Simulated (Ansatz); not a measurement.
Harmonic thermodynamics of Ta$_{3}$TiN$_{4}$

Computed with Ansatz, DFT PBE, scalar-relativistic, plane waves, PAW. Settings: 420 eV plane-wave cutoff, Γ-centred 12×12×4 mesh, Fermi-Dirac smearing of 0.15 eV. No spin polarisation. Phonons by linear response, acoustic sum rule imposed.

Relaxed structure:
Space group P-6m2 (No. 187). a = 2.943 Å, b = 2.943 Å, c = 11.389 Å, α = 90.00°, β = 90.00°, γ = 120.00°
| atom | site | symmetry | x | y | z |
| --- | --- | --- | --- | --- | --- |
| Ti | 1b | -6m2 | 0.0000 | 0.0000 | 0.5000 |
| Ta | 1a | -6m2 | 0.0000 | 0.0000 | 0.0000 |
| Ta | 2g | 3m. | 0.0000 | 0.0000 | 0.2548 |
| N | 2i | 3m. | 0.6667 | 0.3333 | 0.8735 |
| N | 2i | 3m. | 0.6667 | 0.3333 | 0.3776 |

The structure comes from a generated guess, relaxed at this level; another structure or a mixture of phases may lie lower. In a metal, frequencies and elastic constants depend on the k mesh and the smearing, soft modes and shear constants most. Spin–orbit coupling is left out, which matters for heavy elements. The q mesh is coarse, so values between its points are rough.

Force constants from linear response on a 3×3×1 q mesh, interpolated to a fine mesh.

Task: What is the zero-point energy per atom?

Result: 69.1 meV.

Task: How large are the vibrational entropy and heat capacity at 300 K?

Result: S = 2.07 k_B and C_V = 2.27 k_B per atom, 76 % of the Dulong–Petit value.

Task: Tabulate them against temperature.

Result:
| T (K) | F_vib (meV/atom) | S (k_B/atom) | C_V (k_B/atom) |
| --- | --- | --- | --- |
| 100 | 68.1 | 0.39 | 0.80 |
| 200 | 61.1 | 1.25 | 1.73 |
| 300 | 46.7 | 2.07 | 2.27 |
| 400 | 25.8 | 2.76 | 2.54 |
| 500 | -0.5 | 3.35 | 2.69 |
| 600 | -31.6 | 3.84 | 2.78 |
| 700 | -66.6 | 4.28 | 2.83 |
| 800 | -105.1 | 4.66 | 2.87 |
| 900 | -146.7 | 5.00 | 2.90 |
| 1000 | -191.2 | 5.30 | 2.92 |
